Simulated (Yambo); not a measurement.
**RbCaH₃: lowest vertical excitons**

```
CELL_PARAMETERS angstrom
      4.52097     0.00000     0.00000
      0.00000     4.52097     0.00000
      0.00000     0.00000     4.52097
ATOMIC_POSITIONS crystal
  H  0.50000 0.00000 0.50000
  H  0.00000 0.50000 0.50000
  H  0.50000 0.50000 0.00000
  Ca 0.50000 0.50000 0.50000
  Rb 0.00000 0.00000 0.00000
```

The geometry is that of Materials Project entry mp-23949, symmetrised and not relaxed again.

BSE in Yambo on LDA (pw.x of Quantum ESPRESSO, ONCV potentials, no spin-orbit coupling) bands: 8×8×8 mesh, 3 valence and 9 conduction bands, static screening with 45 bands and a 3 Ry block, scissor 2.72 eV, Tamm-Dancoff; field along x.

| state | energy (eV) | states within 2 meV | relative strength | class | main transitions |
|---|---|---|---|---|---|
| 1 | 5.06 | 3 | < 0.01 | dark | several band pairs |
| 2 | 5.13 | 3 | 1.00 | strong | several band pairs |
| 3 | 5.39 | 3 | < 0.01 | dark | several band pairs |
| 4 | 5.42 | 3 | 0.27 | strong | several band pairs |
| 5 | 5.49 | 3 | < 0.01 | dark | several band pairs |
| 6 | 5.50 | 3 | < 0.01 | dark | several band pairs |
| 7 | 5.53 | 3 | < 0.01 | dark | VB → CB (70 %) |

These are vertical excitations (zero momentum). The direct quasiparticle gap on this mesh is 5.64 eV; counted from there, state 1 is bound by 0.58 eV. On a 6×6×6 mesh the same difference is 0.60 eV.

Spin singlets only. Strengths are relative to the strongest of the lowest states of this run; strong means a line over 3 % of the spectrum's maximum, dark under 0.03 %. Absolute energies carry the error of the G0W0 scissor, whose convergence isn't established.

The cell is held in this high symmetry; tilts and polar distortions were not searched.
